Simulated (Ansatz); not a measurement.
YN (rock salt, Fm-3m), PBE (plane waves, PAW; program Ansatz). The conduction-band minimum lies at X, with 3 equivalent valleys. Second derivatives d²E/dk² of the lowest band at one valley (eV·Å²), along Cartesian directions:

| direction | d²E/dk² |
|---|---|
| [100] | 5.901 |
| [010] | 69.15 |
| [001] | 69.15 |
| [110] | 37.58 |
| [101] | 37.58 |
| [011] | 69.11 |

Task: Find the principal effective masses, the density-of-states mass and the conductivity mass.

Result: Off-diagonal terms follow from H_xy = H[110] − (H_xx + H_yy)/2, and m*/mₑ = 7.620 eV·Å² over each eigenvalue: 0.11, 0.11, 1.3. One valley's DOS mass (m₁m₂m₃)^(1/3) = 0.25, conductivity mass 3/(Σ 1/mᵢ) = 0.16 mₑ.

Task: What effective density of states Nc follows at 300 K for parabolic valleys?

Result: Nc = 2.509e19 × 3 × (0.25)^(3/2) ≈ 9.4e18 cm⁻³.

Symmetry was held in the PBE relaxation. The run is not spin-polarised. Spin–orbit coupling is left out wherever it is not named.

Potentials: the later of the program's two PAW sets.

Edges and masses are those of Kohn–Sham bands, whose gap is no quasiparticle gap.
